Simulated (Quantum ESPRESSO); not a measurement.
**Band energies of LuTlS$_{2}$**

```
LuTlS2
1.0
    1.94559     1.12329     7.44905
   -1.94559     1.12329     7.44905
    0.00000    -2.24658     7.44905
S Lu Tl
2 1 1
Cartesian
  0.00000   0.00000  16.36483
  0.00000   0.00000   5.98231
  0.00000   0.00000   0.00000
  0.00000   0.00000  11.17357
```

PBEsol (Quantum ESPRESSO, PseudoDojo norm-conserving, 100 Ry, no spin-orbit coupling); path ΓLB1,BZΓX,QFP1Z,LP; energies in eV from the valence-band maximum.

```
k (1/Å)  point  band 21  band 22  band 23  band 24  band 25  band 26  band 27  band 28
-------  -----  -------  -------  -------  -------  -------  -------  -------  -------
0.00         Γ    -2.74    -2.56    -2.16    -1.08    -1.08     2.72     2.72     2.85
0.35              -3.14    -2.66    -1.62    -1.46    -1.39     2.23     2.97     3.38
0.71              -3.55    -2.73    -2.69    -1.81    -1.18     1.67     2.08     3.35
0.94         L    -3.55    -3.08    -2.74    -1.83    -1.01     1.45     1.63     3.04
1.06              -3.52    -3.07    -2.73    -2.03    -1.12     1.53     1.74     3.19
1.41              -3.79    -3.09    -2.79    -2.56    -1.98     1.67     2.46     3.09
1.53        B1    -3.74    -3.17    -2.69    -2.46    -2.07     1.67     2.01     3.61
1.53         B    -3.74    -3.17    -2.69    -2.46    -2.07     1.67     2.01     3.61
1.63              -3.44    -3.19    -2.65    -2.33    -2.08     1.74     1.81     3.44
1.94              -3.20    -2.66    -2.54    -2.39    -1.51     2.41     2.44     3.26
2.25              -2.71    -2.70    -2.20    -1.48    -0.53     2.64     2.72     3.35
2.56         Z    -2.78    -2.78    -1.00    -1.00     0.00     2.29     2.69     2.69
2.98         Γ    -2.74    -2.56    -2.16    -1.08    -1.08     2.72     2.72     2.85
3.28              -3.06    -2.64    -1.59    -1.39    -1.34     2.64     2.78     3.08
3.58              -3.86    -2.76    -2.18    -1.78    -1.57     2.27     2.65     2.82
3.88              -3.77    -3.45    -2.66    -2.48    -1.87     1.78     2.85     3.03
4.08         X    -3.89    -3.06    -2.86    -2.35    -2.12     1.69     2.07     3.57
4.08         Q    -3.89    -3.06    -2.86    -2.35    -2.12     1.69     2.07     3.57
4.39              -3.37    -3.03    -2.53    -2.27    -2.24     1.22     1.95     3.54
4.59         F    -3.19    -2.66    -2.58    -2.52    -2.05     1.06     1.50     4.25
4.59        P1    -3.29    -2.76    -2.62    -2.12    -2.00     1.17     1.53     3.83
4.86              -3.09    -2.57    -2.55    -1.92    -1.89     1.65     2.03     3.71
5.13              -2.69    -2.65    -2.53    -1.48    -0.73     2.18     3.32     3.41
5.39              -2.77    -2.77    -1.15    -1.04    -0.05     2.41     2.68     2.75
5.48         Z    -2.78    -2.78    -1.00    -1.00     0.00     2.29     2.69     2.69
5.48         L    -3.55    -3.08    -2.74    -1.83    -1.01     1.45     1.63     3.04
5.77         P    -3.29    -2.76    -2.62    -2.12    -2.00     1.17     1.53     3.83
```

The PBEsol gap is indirect, 1.06 eV, from Z to F; the smallest direct gap is 2.29 eV.

Spin-orbit coupling is left out; with 6p states at a band edge it can lower the gap by many tenths of an eV, most of a small gap. The 4f states are in the valence at their DFT position.

Geometry relaxed with PBE+D3(BJ).

The structure is a Materials Project entry; no match was found in the copy of COD used, and its stability was not checked.
